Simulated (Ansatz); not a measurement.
Input:

V$_{2}$O$_{5}$:
```
V2O5
1.0
    6.27437     0.00000     0.00000
    0.00000     3.53306     0.00000
   -0.04694     0.00000     7.13411
V O
4 10
Direct
  0.74246   0.25000   0.72123
  0.25754   0.75000   0.27877
  0.19583   0.25000   0.90039
  0.80417   0.75000   0.09961
  0.73866   0.75000   0.80672
  0.26134   0.25000   0.19328
  0.03680   0.25000   0.70228
  0.96320   0.75000   0.29772
  0.43866   0.25000   0.82412
  0.56134   0.75000   0.17588
  0.14682   0.75000   0.96742
  0.85318   0.25000   0.03258
  0.67860   0.25000   0.50987
  0.32140   0.75000   0.49013
```

This is the r²SCAN+D4-relaxed structure. Cartesian axes are those of the cell as given.

Question: All from the program Ansatz at the r²SCAN+D4 level (PAW), unless another level is named. Predict the band gap.

Answer: 1.83 eV (indirect).

Question: What about the hole effective mass?

Answer: 2.3, 2.4, 2.9 mₑ (principal values).

Question: And the valence-band maximum?

Answer: on the A–E line, 94 % of the way from A (k = -0.500, 0.469, -0.500 in fractions of the reciprocal vectors).

Question: And the conduction-band minimum?

Answer: at B (k = 0.000, 0.000, 0.500 in fractions of the reciprocal vectors).

Space group P2_1/m. The first step of the workflow began from a Materials Project structure, measured or hypothetical; the Crystallography Open Database copy checked does not list it. COD files the formula under space group No. 31, 59. Whether it is the stable phase at ambient conditions was not checked. Symmetry was held in the r²SCAN+D4 relaxation; its stability against distortions is not shown here. The run is not spin-polarised. No Hubbard U is applied.

Potentials: the earlier of the program's two PAW sets. The files were generated under PBE; for other functionals the program regenerates the frozen cores, and for LDA and PBEsol the local potential too.
